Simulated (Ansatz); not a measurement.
**FeGe — contact hyperfine fields**

Cell: a COD entry.

Space group P2_13 (No. 198); a = 4.6890 Å.

```
site  Wyckoff  site symmetry       x       y       z
  Fe       4a            .3.  0.1350  0.1350  0.1350
  Ge       4a            .3.  0.8420  0.8420  0.8420
```

One atom of each set is listed.

Level of theory: DFT, PBE, plane waves and PAW, scalar-relativistic, collinear spin, 420 eV cutoff, Γ-centred 7×7×7 k-points, Fermi–Dirac smearing 0.05 eV (Ansatz 0.2.0). Start moments as typed (μB): 3 on each Fe, none on the rest.

B_c = (2μ₀/3)μB(ρ↑ − ρ↓), with the spin density averaged over the Thomson radius around the nucleus, 7.77 T per e/Å³, positive along the up direction of the run. The valence column is what the valence and semicore waves of the PAW files give as listed; the rest comes from solving these waves and the inner shells again in each spin's potential.

Question: What moments and contact fields does each site carry?

Answer: The cell's net moment is 4.26 μB; the site moments, counted in spheres around the atoms, add up to 4.49 μB, and the difference lies between the spheres. One atom of each set is listed.

| site | m (μB) | B_c (T) | valence column (T) | rest (T) |
| --- | --- | --- | --- | --- |
| Fe | 1.18 | -12.0 | 10.0 | -22.0 |
| Ge | -0.06 | -11.5 | -11.2 | -0.3 |

On Fe the field amounts to -10.2 T per μB of the site's moment: core polarisation sets it against the moment.

The magnetic order is the one that the run reached from its start moments, not necessarily the measured one. The run finds no gap above 0.1 eV, so moments and fields hang on the k-mesh and the smearing. Semilocal functionals underestimate the core's part of the field; in a metal the conduction electrons' part and a positive orbital field can offset that, so a measured field can be larger or smaller. Orbital and dipolar fields are left out.

Hardware: 1 thread of Intel Xeon Platinum 8175M CPU @ 2.50GHz (Skylake/Cascade Lake) (x86_64; 8 cores open to the job, memory cap 3.0 GiB, no GPU), a shared host with a load of 0.7 a core. Wall time 1.7 min, CPU time 1.7 min, peak memory 0.64 GiB.
